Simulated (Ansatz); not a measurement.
## Structure search: one CuPt6 candidate

Level of theory: DFT PBE, scalar-relativistic, plane waves, PAW in Ansatz. Cutoff 420 eV, Gaussian smearing, Γ-centred meshes. Cell and atoms relax first on a coarse mesh and then on a finer one. In between, the cell is made exact in the group found at 0.06 Å. In metals the finer mesh still leaves noise of several meV/atom or more. The steps can't lower the symmetry of their start. No spin polarisation.

The guess for CuPt6 was made by a generator: random cell by space group and Wyckoff sites (P6/mmm, No. 191). Lengths were set from tabulated atomic sizes, so they are only a guess.

```cif
data_structure
_symmetry_space_group_name_H-M 'P6/mmm'
_symmetry_Int_Tables_number 191
_cell_length_a 4.8788
_cell_length_b 4.8788
_cell_length_c 5.3600
_cell_angle_alpha 90.000
_cell_angle_beta 90.000
_cell_angle_gamma 120.000
_cell_volume 110.49
loop_
_atom_site_label
_atom_site_type_symbol
_atom_site_symmetry_multiplicity
_atom_site_Wyckoff_symbol
_atom_site_fract_x
_atom_site_fract_y
_atom_site_fract_z
_atom_site_occupancy
Cu1 Cu 1 b 0.00000 0.00000 0.50000 1
Pt1 Pt 6 m 0.78849 0.21151 0.50000 1
```

The zero of energy is the elements' standard structures at the same level; no fitted shifts are applied.

Question: Where does the relaxation end?

Answer: The symmetry stays P6/mmm (No. 191). The volume per atom grows by 7.7 %, from 15.8 to 17.0 Å³. The shortest distance goes from 1.78 Å (Pt–Pt) to 2.60 Å (Cu–Pt and Pt–Pt). The ratio c/a of the conventional cell changes by a factor of 0.34. The energy falls by about 27.8 eV/atom (the start's value is from the coarse mesh). Conventional cell: a = 7.183 Å, c = 2.664 Å. Around Cu lie 6 Pt at 2.60 Å and 2 Cu at 2.66 Å; Pt is surrounded by 1 Cu at 2.60 Å and 6 Pt at 2.60–2.67 Å.

```
CELL_PARAMETERS angstrom
7.18269 0.00000 0.00000
-3.59135 6.22039 0.00000
0.00000 0.00000 2.66368
ATOMIC_POSITIONS crystal
Cu 0.00000 0.00000 0.50000
Pt 0.79078 0.20922 0.50000
Pt 0.79078 0.58155 0.50000
Pt 0.41845 0.20922 0.50000
Pt 0.20922 0.79078 0.50000
Pt 0.20922 0.41845 0.50000
Pt 0.58155 0.79078 0.50000
```

Question: How does it come out in energy, and is it a metal?

Answer: The energy over the elements is +0.29 eV/atom. The gap on the 6×6×14 mesh of the 7-atom cell is 0 eV (a metal).

It can't be a ground state, since the elements alone are lower.

The last run used Gaussian smearing of 0.10 eV. These runs have no spin–orbit coupling, which can matter for Pt. The cell is a metal run without spin; a magnetic state may lie lower. Symmetry constrained the relaxation, so the result can be a saddle point.
